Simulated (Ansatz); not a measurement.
Structure: ZnFBr as a Janus 1T monolayer, at its r2SCAN minimum. In-plane lattice: a = 3.479 Å, b = 3.479 Å, γ = 120.0°; thickness between the outer nuclei 2.40 Å. Around Zn lie 3 F at 2.18 Å and 3 Br at 2.53 Å; around F lie 3 Zn at 2.18 Å; around Br lie 3 Zn at 2.53 Å.

```xyz
3
Lattice="3.4792 0.0000 0.0000 -1.7396 3.0131 0.0000 0.0000 0.0000 28.5939" Properties=species:S:1:pos:R:3 pbc="T T F"
Zn    0.0000    0.0000    9.2289
F     0.0000    2.0087   10.0864
Br    1.7396    1.0044    7.6848
```
Periodic in the plane only; c spans the vacuum.

4 runs of Ansatz 0.2.0 on this cell differ in the functional (and in the settings that go with it). Levels are in eV from each run's valence top; v1 is the last filled band, c1 the first empty one.

Run A, mean stress 0.0 N/m (compression positive):

| point | v5 | v3 | v1 | c1 | c2 | c3 |
| --- | --- | --- | --- | --- | --- | --- |
| Γ | -3.33 | -2.63 | 0.00 | 2.94 | 6.36 | 6.80 |
| M | -4.60 | -3.24 | -0.77 | 4.34 | 7.25 | 8.31 |
| K | -4.47 | -3.38 | -1.25 | 5.11 | 8.19 | 9.09 |

Run B, mean stress +0.4 N/m (compression positive):

| point | v5 | v3 | v1 | c1 | c2 | c3 |
| --- | --- | --- | --- | --- | --- | --- |
| Γ | -4.03 | -2.92 | 0.00 | 4.40 | 7.25 | 7.59 |
| M | -5.23 | -3.76 | -0.88 | 5.90 | 8.54 | 9.74 |
| K | -5.20 | -3.70 | -1.41 | 6.78 | 9.56 | 10.54 |

Run C, mean stress -2.2 N/m (compression positive):

| point | v5 | v3 | v1 | c1 | c2 | c3 |
| --- | --- | --- | --- | --- | --- | --- |
| Γ | -3.19 | -2.52 | 0.00 | 2.20 | 5.53 | 6.42 |
| M | -4.55 | -3.10 | -0.76 | 3.55 | 6.34 | 7.50 |
| K | -4.39 | -3.35 | -1.21 | 4.31 | 7.33 | 8.24 |

Run D, mean stress +1.5 N/m (compression positive):

| point | v5 | v3 | v1 | c1 | c2 | c3 |
| --- | --- | --- | --- | --- | --- | --- |
| Γ | -3.13 | -2.49 | 0.00 | 2.39 | 5.58 | 6.25 |
| M | -4.48 | -3.06 | -0.75 | 3.76 | 6.54 | 7.67 |
| K | -4.31 | -3.30 | -1.20 | 4.52 | 7.49 | 8.45 |

Q: Match the runs to LDA, PBE, r2SCAN, PBE0.

A: A is r2SCAN, B is PBE0, C is LDA, D is PBE. In order of the gap: LDA 2.20, PBE 2.39, r2SCAN 2.94, PBE0 4.40 eV. The stress vanishes for r2SCAN, which relaxed the cell.

Values at 0 K without nuclear motion; spin polarisation is off, and the phase may be a hypothetical one.

The runs are scalar-relativistic, without spin-orbit coupling.

The program warns that its thresholds are loose for a hybrid's stress.

The meshes of the hybrids are coarse, so their gaps aren't converged to the digits shown.
